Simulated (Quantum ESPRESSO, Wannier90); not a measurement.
# Te (C2/m), plane waves to Wannier functions

```xyz
3
Lattice="3.8203 -2.1482 0.0000 3.8203 2.1482 0.0000 -0.0943 0.0000 5.9761" Properties=species:S:1:pos:R:3 pbc="T T T"
Te    -2.3324     0.0000    -2.0248
Te     2.3324     0.0000     2.0248
Te     0.0000     0.0000     0.0000
```

Materials Project entry mp-570459; symmetrised, unrelaxed at this level. Not found in the COD (Crystallography Open Database) copy used, which has the formula in other groups; not checked further. Computed values, not measurements, from LDA: Quantum ESPRESSO (norm-conserving PseudoDojo potentials, cutoff 66 Ry, no spin polarisation, no spin-orbit coupling) on a Γ-centred 8×8×6 mesh, then Wannier90. Density: 8×8×6 mesh, cold smearing 0.01 Ry. Spin-orbit coupling is left out although heavy elements are present.

Base run: 12 functions from bands 16-36 of the 36 computed, start hydrogen-like Te: s;p, centres 0.05 Å off the atoms, frozen window up to 1.50 eV relative to the Fermi level, outer window open. Rows change the key named; with other orbitals the number of functions and the frozen window follow, as listed; window edges are relative to the Fermi level. The misfit compares interpolated bands with pw.x on a high-symmetry path, for states up to 1.0 eV relative to the Fermi level. Converged means that the tolerances were met: symmetric starts can stop on a saddle, which shows as a larger Ω_OD at equal Ω_I and can move the misfit too.

```
setting  functions  frozen to (eV)  Ω_I (Å²)  Ω_D (Å²)  Ω_OD (Å²)  rms misfit (meV)  worst (meV)      ended
-------  ---------  --------------  --------  --------  ---------  ----------------  -----------  ---------
base            12            1.50     18.17      0.01       3.81               1.8           24  converged
```

Q: Starting from this base row, predict which settings stop with an error, and how Ω_I and the misfit move in the others: only the lowest 14 of the kept bands; only the lowest 16 of the kept bands; only the lowest 18 of the kept bands; dis_num_iter = 20.

A: 
```tsv
setting	functions	frozen to (eV)	Ω_I (Å²)	Ω_D (Å²)	Ω_OD (Å²)	rms misfit (meV)	worst (meV)	ended
only the lowest 14 of the kept bands	12	1.50	18.53	0.01	3.83	0.9	11	converged
only the lowest 16 of the kept bands	12	1.50	18.45	0.01	3.82	1.1	12	converged
only the lowest 18 of the kept bands	12	1.50	18.32	0.01	3.81	1.5	19	converged
dis_num_iter = 20	12	1.50	18.17	0.01	3.81	1.8	24	step limit
```
